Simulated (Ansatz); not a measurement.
Here is an unrelaxed guess for B4MoRu.

```cif
data_structure
_symmetry_space_group_name_H-M 'P6/mmm'
_symmetry_Int_Tables_number 191
_cell_length_a 3.0863
_cell_length_b 3.0863
_cell_length_c 6.5978
_cell_angle_alpha 90.000
_cell_angle_beta 90.000
_cell_angle_gamma 120.000
_cell_volume 54.42
loop_
_atom_site_label
_atom_site_type_symbol
_atom_site_symmetry_multiplicity
_atom_site_Wyckoff_symbol
_atom_site_fract_x
_atom_site_fract_y
_atom_site_fract_z
_atom_site_occupancy
B1 B 4 h 0.33333 0.66667 0.74077 1
Mo1 Mo 1 b 0.00000 0.00000 0.50000 1
Ru1 Ru 1 a 0.00000 0.00000 0.00000 1
```

All numbers below come from DFT PBE, scalar-relativistic, plane waves, PAW (Ansatz 0.2.0). Cutoff 420 eV; k points 6×6×4 on the computed 6-atom cell (Γ-centred); Gaussian smearing, width 0.10 eV; no spin polarisation.

Energies over the elements count from the elements' standard structures at the same level, with no fitted energy shifts.

Q: Estimate its pressure, forces and energy as it stands.

A: The pressure is -10.0 GPa (the mean over three directions, positive in compression), the largest force is 0.66 eV/Å, and the energy is −0.06 eV/atom against the elements. The shortest distance is 1.78 Å.

Q: Is it a good guess?

A: A good one: relaxing gains under 0.1 eV/atom (the start's value is from the coarse mesh, so the gain is rough) in 10 ionic steps and ends at −0.09 eV/atom on the finer mesh. The symmetry stays P6/mmm (No. 191). The volume per atom shrinks by 3.6 %, from 9.1 to 8.7 Å³. The shortest distance goes from 1.78 Å (B–B) to 1.73 Å (B–B). Conventional cell: a = 3.003 Å, c = 6.718 Å. B is surrounded by 3 B at 1.73 Å, 3 Mo at 2.41 Å and 3 Ru at 2.42 Å; around Mo lie 12 B at 2.41 Å; around Ru lie 12 B at 2.42 Å.

The last run used a 12×12×6 mesh (in the run's order of axes) for its 6-atom cell and Gaussian smearing of 0.10 eV. The relaxation can't lower the symmetry of the start, and the grade says only how near the guess is to its own end. Symmetry constrained the relaxation, so the result can be a saddle point.
